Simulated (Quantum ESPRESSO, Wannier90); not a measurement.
**BeS (zinc blende): Wannier90 run**

```yaml
crystal:
  lattice:
    - [0.00000, 2.43515, 2.43515]
    - [2.43515, 0.00000, 2.43515]
    - [2.43515, 2.43515, 0.00000]
  atoms:
    - { symbol: Be, position: [0.00000, 0.00000, 0.00000] }
    - { symbol: S, position: [0.25000, 0.25000, 0.25000] }
```

Cell from Materials Project (mp-422), symmetrised, no further relaxation. COD (Crystallography Open Database) has an entry of this formula and space group (matched by these alone). Level: PBEsol, no spin polarisation, no spin-orbit coupling; pw.x of Quantum ESPRESSO at 71 Ry with PseudoDojo potentials, 10×10×10 k-points, Wannier90. Density: 12×12×12 mesh, cold smearing 0.01 Ry.

Functional, cutoff and mesh named above are those of the base row (PBEsol); the first column says what each row takes instead. Model: 4 functions from bands 2-5, start SCDM (isolated) (the valence bands). Energies are relative to the valence-band maximum; the misfit is to pw.x on a path, for all bands of the set. The functional changes, each with its own PseudoDojo files and their cutoffs, on the same cell. Ω_total can sit in another minimum from row to row; Ω_I of an isolated set cannot.

```tsv
functional	Ω_I (Å²)	Ω_total (Å²)	rms misfit (meV)	gap (eV)	bottom of band 2 (eV)
LDA	4.49	5.10	0.6	2.93	-13.58
PBE	4.42	5.02	0.6	3.14	-13.60
PBEsol	4.48	5.10	0.6	2.96	-13.63
```
